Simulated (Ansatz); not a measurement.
KS:
```yaml
crystal:
  lattice:
    - [8.45638, 0.00000, 0.00000]
    - [-4.22819, 7.32344, 0.00000]
    - [0.00000, 0.00000, 5.71780]
  atoms:
    - { symbol: K, position: [0.00000, 0.64431, 0.50000] }
    - { symbol: K, position: [0.64431, 0.00000, 0.50000] }
    - { symbol: K, position: [0.35569, 0.35569, 0.50000] }
    - { symbol: K, position: [0.00000, 0.30957, 0.00000] }
    - { symbol: K, position: [0.30957, 0.00000, 0.00000] }
    - { symbol: K, position: [0.69043, 0.69043, 0.00000] }
    - { symbol: S, position: [0.66667, 0.33333, 0.18682] }
    - { symbol: S, position: [0.66667, 0.33333, 0.81318] }
    - { symbol: S, position: [0.33333, 0.66667, 0.18682] }
    - { symbol: S, position: [0.33333, 0.66667, 0.81318] }
    - { symbol: S, position: [0.00000, 0.00000, 0.68561] }
    - { symbol: S, position: [0.00000, 0.00000, 0.31439] }
```

Tensor components refer to the Cartesian frame of this cell.

Problem. Give the proper piezoelectric stress tensor with relaxed ions from DFT-PBEsol in the program Ansatz with PAW potentials.

Solution. In C/m², rows x, y, z, Voigt columns; mesh uncertainty up to 0.00.
```
-0.05   0.05   0.00   0.00   0.00   0.00
 0.00   0.00   0.00   0.00   0.00   0.05
 0.00   0.00   0.00   0.00   0.00   0.00
```

The elastic tensor of the same run (GPa):

```
36.9  17.3  12.8   0.0   0.0   0.0
17.3  36.9  12.8   0.0   0.0   0.0
12.8  12.8  25.0   0.0   0.0   0.0
 0.0   0.0   0.0  11.9   0.0   0.0
 0.0   0.0   0.0   0.0  11.9   0.0
 0.0   0.0   0.0   0.0   0.0   9.8
```

Problem. Convert to strain constants d = e·S.

Solution. In pC/N:
```
-2.8   2.8   0.0   0.0   0.0   0.0
 0.0   0.0   0.0   0.0   0.0   5.6
 0.0   0.0   0.0   0.0   0.0   0.0
```

Space group P-62m. The workflow started from a Materials Project entry (that database holds measured and hypothetical structures alike); the Crystallography Open Database copy checked does not list it. Whether it is the stable phase at ambient conditions was not checked. Symmetry was held in the PBEsol relaxation; its stability against distortions is not shown here. Signs of piezoelectric constants follow the polarity of the cell as given.

Potentials: the later of the program's two PAW sets.
